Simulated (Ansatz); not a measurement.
C at 35 GPa (stress–strain coefficients): relaxed-ion elastic tensor

Theory: DFT LDA, scalar-relativistic, plane waves, PAW (Ansatz 0.2.0). Plane waves to 420 eV; Γ-centred k mesh 12×12×12; fixed occupations. No spin polarisation.

The cell, relaxed at 35 GPa:
```xyz
2
Lattice="0.0000 1.7272 1.7272 1.7272 0.0000 1.7272 1.7272 1.7272 0.0000" Properties=species:S:1:pos:R:3 pbc="T T T"
C     1.7272    1.7272    1.7272
C     2.5908    2.5908    2.5908
```

Other phases may be more stable at this pressure.

**Question.** Give the relaxed-ion elastic constants (GPa, Voigt order xx yy zz yz xz xy, on the axes of the cell above).

**Answer.**
```
1273.0  250.3  250.3    0.0    0.0    0.0
 250.3 1273.0  250.3    0.0    0.0    0.0
 250.3  250.3 1273.0    0.0    0.0    0.0
   0.0    0.0    0.0  683.3    0.0    0.0
   0.0    0.0    0.0    0.0  683.3    0.0
   0.0    0.0    0.0    0.0    0.0  683.3
```

**Question.** Is the crystal stable against homogeneous strain?

**Answer.** Yes: the least eigenvalue of the tensor is 683.3 GPa.

**Question.** And the moduli of a polycrystal (Hill averages)?

**Answer.** B = 591 GPa, G = 608 GPa, E = 1359 GPa, ν = 0.12.

Cost: 1 run of about 0.2 core-minutes, on Intel Xeon Platinum 8259CL (Skylake/Cascade Lake) (shared hosts).